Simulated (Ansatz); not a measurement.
CaTiO$_{3}$:
```
CaTiO3
1.0
    2.70427     1.56131     4.37646
   -2.70427     1.56131     4.37646
    0.00000    -3.12262     4.37646
Ca Ti O
2 2 6
Direct
  0.25000   0.25000   0.25000
  0.75000   0.75000   0.75000
  0.00000   0.00000   0.00000
  0.50000   0.50000   0.50000
  0.82089   0.67911   0.25000
  0.25000   0.82089   0.67911
  0.67911   0.25000   0.82089
  0.17911   0.32089   0.75000
  0.75000   0.17911   0.32089
  0.32089   0.75000   0.17911
```

Relaxed with PBEsol.

### Question
Give the optical modes at the zone centre with their infrared activity from DFPT, PBEsol (plane waves, PAW; program Ansatz).

### Answer
Transverse frequencies, without the LO–TO term; a row sums one degenerate level.

```tsv
ω (cm⁻¹)	degeneracy	IR ((D/Å)²/amu)	activity	symmetry
125i	1	102.30	IR	A2u
51i	2	0.00	IR-inactive	Eg
78	2	232.84	IR	Eu
113	1	0.00	IR-inactive	A2g
169	2	5.32	IR	Eu
173	1	29.23	IR	A2u
243	2	0.00	IR-inactive	Eg
281	2	37.09	IR	Eu
293	1	0.00	IR-inactive	A1g
349	1	0.00	IR-inactive	A1u
411	1	0.00	IR-inactive	A2g
422	1	0.00	IR-inactive	A1u
433	2	12.06	IR	Eu
459	2	0.00	IR-inactive	Eg
498	1	32.51	IR	A2u
511	2	0.00	IR-inactive	Eg
546	2	49.56	IR	Eu
822	1	0.00	IR-inactive	A2g
```

### Question
How high does the top mode go among those that the LO–TO term moves?

### Answer
779 cm⁻¹ for q along x, 779 cm⁻¹ for q along y, 760 cm⁻¹ for q along z.

Space group R-3c. The start of the workflow was typed in or built on a structure type; neither database checked (COD, Materials Project) lists it. COD files the formula under space group No. 11, 62, 65, 140, 221. Whether it is the stable phase at ambient conditions was not checked. The PBEsol relaxation kept the symmetry of its start. At this level the phase is dynamically unstable (imaginary phonons). The workflow began spin-polarised and lost its moments.

Potentials: the earlier of the program's two PAW sets. The files were generated under PBE; for other functionals the program regenerates the frozen cores, and for LDA and PBEsol the local potential too.
